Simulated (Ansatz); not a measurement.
MgH₂ (rutile)

```
MgH2
1.0
    4.48445     0.00000     0.00000
    0.00000     4.48445     0.00000
    0.00000     0.00000     2.99665
Mg H
2 4
Direct
  0.50000   0.50000   0.50000
  0.00000   0.00000   0.00000
  0.69533   0.69533   0.00000
  0.30467   0.30467   0.00000
  0.80467   0.19533   0.50000
  0.19533   0.80467   0.50000
```

The volume is varied about the relaxed value V₀ at fixed cell shape. The atoms relax within the cell's symmetry.

All values below come from r2SCAN (plane waves to 500 eV, PAW, scalar-relativistic; Ansatz, a program for electronic structure). k mesh 8×8×11 (Γ-centred), Fermi-Dirac smearing 0.05 eV. The energy includes the smearing's −TS. Stress and pressure are positive under compression. With the shape held, the modulus is that of even scaling; a crystal free to change shape is softer. MgH2 was relaxed with its symmetry unable to fall. The zero of ΔE is the relaxed starting cell.

```
V (Å³/atom)  ΔE (meV/atom)
-----------  -------------
8.437                 56.0
8.839                 29.4
9.240                 12.2
9.642             withheld
10.044                 0.0
10.446                 2.6
10.847                 9.7
11.249                20.6
11.651                34.7
```

### Question
Fit a third-order Birch-Murnaghan form (E₀, V₀, B₀, B₀′ free) to the given rows and predict ΔE at V = 9.642.

### Answer
Least squares on the 8 given rows: ΔE = E₀ + (9V₀B₀/16)·y²·[2 + (B₀′ − 4)y], y = (V₀/V)^(2/3) − 1, with V₀ = 10.041 Å³/atom, B₀ = 54.04 GPa (160.2 GPa = 1 eV/Å³; the term in eV is multiplied by 1000), B₀′ = 3.52, E₀ = 0.00 meV/atom; root-mean-square residual 0.02 meV/atom. At 9.642 the fit gives 2.8 meV/atom; the calculation gives 2.9 meV/atom, so the interpolation is off by -0.1 (-3.4 %). For the pressure the fit gives 2.4 GPa against the computed 2.4 GPa.

(A scan under strain: stresses follow from slopes of the energy per volume, elastic moduli from its curvatures.)
